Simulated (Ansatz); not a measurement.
**NbSiPt single point**

Input file of Ansatz 0.2.0:

```yaml
crystal:
  lattice:
    - [6.511918, 0.0, 0.0]
    - [0.0, 3.877085, 0.0]
    - [0.0, 0.0, 7.471793]
  atoms:
    - { symbol: Nb, position: [0.0264, 0.25, 0.1687] }
    - { symbol: Nb, position: [0.4736, 0.75, 0.6687] }
    - { symbol: Nb, position: [0.5264, 0.25, 0.3313] }
    - { symbol: Nb, position: [0.9736, 0.75, 0.8313] }
    - { symbol: Pt, position: [0.1506, 0.25, 0.5637] }
    - { symbol: Pt, position: [0.3494, 0.75, 0.0637] }
    - { symbol: Pt, position: [0.6506, 0.25, 0.9363] }
    - { symbol: Pt, position: [0.8494, 0.75, 0.4363] }
    - { symbol: Si, position: [0.7706, 0.25, 0.6308] }
    - { symbol: Si, position: [0.7294, 0.75, 0.1308] }
    - { symbol: Si, position: [0.2706, 0.25, 0.8692] }
    - { symbol: Si, position: [0.2294, 0.75, 0.3692] }
  symmetry: { tolerance: 0.0003 }
kpoints:
  mp_grid: { grid: [5, 9, 5], shift: [0, 0, 0] }
  band_path:
    path:
      - [0.0, 0.0, 0.0]
      - [0.5, 0.0, 0.0]
      - [0.5, 0.5, 0.0]
      - [0.0, 0.5, 0.0]
      - [0.0, 0.0, 0.0]
      - [0.0, 0.0, 0.5]
      - [0.5, 0.0, 0.5]
      - [0.5, 0.5, 0.5]
      - [0.0, 0.5, 0.5]
      - [0.0, 0.0, 0.5]
      - [0.5, 0.0, 0.0]
    npoints: 6
magnetization:
  spin_polarized: false
scf:
  occupations: { method: fermi_dirac, width: 0.0599 }
  lower_state_search: "off"
  max_iter: 200
hamiltonian:
  pseudopotentials: { kind: paw }
  xc: r2scan
basis:
  ecutwfc: 500
  fft_grid_basis: typed
output:
  forces: true
  stress: true
  eigenvalues: true
  bader: true
  populations: true
  elf: true
  write_potential: true
  volumetric_format: npy
  dos:
    e_range: [-12, 8]
    de: 0.05
    projected: { site_lists: { Nb: [Nb], Pt: [Pt], Si: [Si] } }
checkpoint:
  read: saved_state
```

The saved state is an earlier solution for the same cell, perhaps on another mesh. 

Output (shortened):

```
SCF iter   1: F=-70968.0776 eV  Δρ=1.18e-3  dr2=1.12e-3  dr2_τ=3.35e-3
SCF iter   2: F=-70968.0782 eV  Δρ=6.33e-4  dr2=3.37e-4  dr2_τ=1.60e-4
SCF iter   3: F=-70968.0783 eV  Δρ=1.32e-4  dr2=5.32e-5  dr2_τ=9.92e-6
SCF iter   4: F=-70968.0784 eV  Δρ=4.92e-5  dr2=4.44e-6  dr2_τ=7.88e-7
SCF iter   5: F=-70968.0784 eV  Δρ=1.17e-5  dr2=2.83e-7  dr2_τ=5.36e-8
SCF iter   6: F=-70968.0784 eV  Δρ=2.99e-6  dr2=1.65e-8  dr2_τ=1.25e-9
Free energy (F): -70968.0784 eV
Harris-Foulkes:  -70968.0784 eV  (|F-HF|=8.95e-9)
Internal energy: -70968.0033 eV  (E = F + TS)
E sigma→0 (E₀):  -70968.0408 eV
Entropy (-TS):   -0.0751 eV (-6.262 meV/atom)
Fermi energy:    18.0909 eV
--- Forces (eV/Å), atoms counted from 1 ---
  atom   1  Nb     0.0867     0.0000    -0.5078
  atom   2  Nb    -0.0867     0.0000    -0.5078
  atom   3  Nb     0.0867     0.0000     0.5078
  atom   4  Nb    -0.0867     0.0000     0.5078
  atom   5  Pt     0.1999     0.0000    -0.0475
  atom   6  Pt    -0.1999     0.0000    -0.0475
  atom   7  Pt     0.1999     0.0000     0.0475
  atom   8  Pt    -0.1999     0.0000     0.0475
  atom   9  Si    -0.1088     0.0000    -0.4632
  atom  10  Si     0.1088     0.0000    -0.4632
  atom  11  Si    -0.1088     0.0000     0.4632
  atom  12  Si     0.1088     0.0000     0.4632
--- Stress (GPa, compression-positive) ---
       -7.1404       0.0000       0.0000
        0.0000      -7.7310       0.0000
        0.0000       0.0000      -8.1087
  P = ⅓ Tr σ = -7.6600 GPa (-76.600 kbar)
--- Löwdin populations: 12 sites ---
  site symbol       q [e]
     0     Nb     12.8458
     1     Nb     12.8458
     2     Nb     12.8458
     3     Nb     12.8458
     4     Pt     17.6009
     5     Pt     17.6009
     6     Pt     17.6009
     7     Pt     17.6009
     8     Si      4.2504
     9     Si      4.2504
    10     Si      4.2504
    11     Si      4.2504
  spilling = 0.0087 (of n_electrons = 140.0000)
--- Bader charges: 12 sites ---
  site symbol  charge [e]  shift [e]
     0     Nb      1.2203     0.0000
     1     Nb      1.2203     0.0000
     2     Nb      1.2203     0.0000
     3     Nb      1.2203     0.0000
     4     Pt     -1.4682     0.0094
     5     Pt     -1.4683     0.0094
     6     Pt     -1.4683     0.0094
     7     Pt     -1.4683     0.0094
     8     Si      0.2479     0.0094
     9     Si      0.2479     0.0094
    10     Si      0.2479     0.0094
    11     Si      0.2479     0.0094
```

Absolute energies hang on the potentials; compare differences alone.

Origin: a database entry at a rescaled volume.
